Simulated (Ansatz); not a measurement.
Task: Each is relaxed and computed with r²SCAN (plane waves, PAW; program Ansatz). Which is the only metal?
A. BaAlGeH, P3m1 (Ba on 1b, Al on 1a, Ge on 1c, H on 1a)
B. SrAlGe, P-6m2 (Sr on 1a, Al on 1f, Ge on 1d)
C. Al2O3, Cmc2_1 (Al on 8b, O on 4a, O on 8b)
D. AlCuGeSe4, I-4 (Al on 2c, Cu on 2a, Ge on 2b, Se on 8g)

Result: B, SrAlGe, P-6m2 (Sr on 1a, Al on 1f, Ge on 1d). SrAlGe: metal; AlCuGeSe4: gap 1.34 eV (indirect); BaAlGeH: gap 1.02 eV (indirect); Al2O3: gap 4.97 eV. Not the usual ambient phase: Al2O3, Cmc2_1 (Al on 8b, O on 4a, O on 8b). Standing as an ambient phase not checked: SrAlGe, P-6m2 (Sr on 1a, Al on 1f, Ge on 1d); AlCuGeSe4, I-4 (Al on 2c, Cu on 2a, Ge on 2b, Se on 8g); BaAlGeH, P3m1 (Ba on 1b, Al on 1a, Ge on 1c, H on 1a). Perhaps ordered models of mixed-site phases: SrAlGe, P-6m2 (Sr on 1a, Al on 1f, Ge on 1d). All cells were relaxed under the symmetry of their starts (and spin orders); stability against distortions was not tested throughout. Rows with no word on spin ran without spin polarisation. Spin–orbit coupling is left out wherever it is not named.

Potentials: the later of the program's two PAW sets.
